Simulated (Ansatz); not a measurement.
The calculation used DFT PBE, scalar-relativistic, plane waves, PAW (Ansatz). All cells share a 420 eV cutoff and Γ-centred k meshes spaced at most about 0.3 Å⁻¹ (about 0.25 or finer for metals, 2π included). No spin polarisation in the final relaxations.

Temperature and zero-point effects are left out.

Two forms of Cd2Te3 were relaxed alike.

A.

```
CELL_PARAMETERS angstrom
4.62329 0.00000 0.00000
-2.31164 4.00388 0.00000
0.00000 0.00000 8.53020
ATOMIC_POSITIONS crystal
Cd 0.66667 0.33333 0.39363
Cd 0.33333 0.66667 0.60637
Te 0.66667 0.33333 0.76118
Te 0.33333 0.66667 0.23882
Te 0.00000 0.00000 0.00000
```

B.

```
CELL_PARAMETERS angstrom
6.23345 0.00000 0.00000
-3.11673 5.39833 0.00000
0.00000 0.00000 5.88678
ATOMIC_POSITIONS crystal
Cd 0.00000 0.00000 0.26687
Cd 0.00000 0.00000 0.73313
Te 0.50000 0.00000 0.00000
Te 0.00000 0.50000 0.00000
Te 0.50000 0.50000 0.00000
```

Question: Which form is favoured at zero pressure, and by what margin per atom?

Answer: A is lower, by 195 meV/atom. A has space group P-3m1 (No. 164), 31.6 Å³/atom and no gap on its mesh; B has space group P6/mmm (No. 191), 39.6 Å³/atom and no gap. Counting Te atoms around Cd (those within 1.25 times the shortest such distance or 1.15 times the sum of covalent radii; the shortest distance is added where it is long for a bond), A has Cd 4 and B has Cd 6 from 3.5 Å. The denser one is the lower, and pressure would at first widen the difference. Both come from invented guesses. A third cell relaxed alike, in R-3c, lies 51 meV/atom below the lower of the two.

These runs have no spin–orbit coupling, which can matter for Te. Cells relaxed within their symmetry can be saddle points.
